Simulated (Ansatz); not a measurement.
Li$_{6}$SI$_{2}$O:
Space group Fm-3m (No. 225); a = b = c = 8.8502 Å, α = β = γ = 90.00°

```csv
atom,site,symmetry,x,y,z
Li,24e,4m.m,0.0000,0.0000,0.2756
I,8c,-43m,0.2500,0.2500,0.2500
S,4a,m-3m,0.0000,0.0000,0.0000
O,4b,m-3m,0.5000,0.5000,0.5000
```
(The calculation used a cell of 10 atoms; values per cell refer to that cell.)

Relaxed with plane-wave PAW PBE (Ansatz code). Indices refer to the conventional cell of Fm-3m, a = 8.8502 Å, b = 8.8502 Å, c = 8.8502 Å, α = 90.00°, β = 90.00°, γ = 90.00°.

**Question.** Simulate the powder diffraction pattern (Cu Kα, λ = 1.54184 Å; lines above 1 %) up to 2θ = 90°.

**Answer.** Simulated powder pattern, Cu Kα, λ = 1.54184 Å (kinematic, ideal powder, no thermal factors, no anomalous dispersion; the 30 strongest lines at most, above 1 %, up to 2θ = 90°):

```tsv
2θ (°)	d (Å)	I/Imax (%)	hkl
20.07	4.425	48	(200)
28.53	3.129	100	(220)
35.13	2.555	24	(222)
40.78	2.213	23	(400)
45.85	1.979	24	(420)
50.52	1.807	38	(422)
59.04	1.565	15	(440)
63.02	1.475	12	(442)+(600)
66.86	1.399	17	(620)
70.59	1.334	9.3	(622)
74.24	1.277	5.0	(444)
77.83	1.227	5.0	(640)
81.36	1.183	19	(642)
88.35	1.106	2.4	(800)
```

The start of the workflow was typed in or built on a structure type; neither database checked (COD, Materials Project) lists it. Its standing as an ambient phase is unchecked. The cell was relaxed with PBE under the symmetry of its start; whether a distortion lowers the energy is not shown. The volume moved by 23 % from the start of the relaxation. Spin–orbit coupling is left out wherever it is not named.

Potentials: the later of the program's two PAW sets.
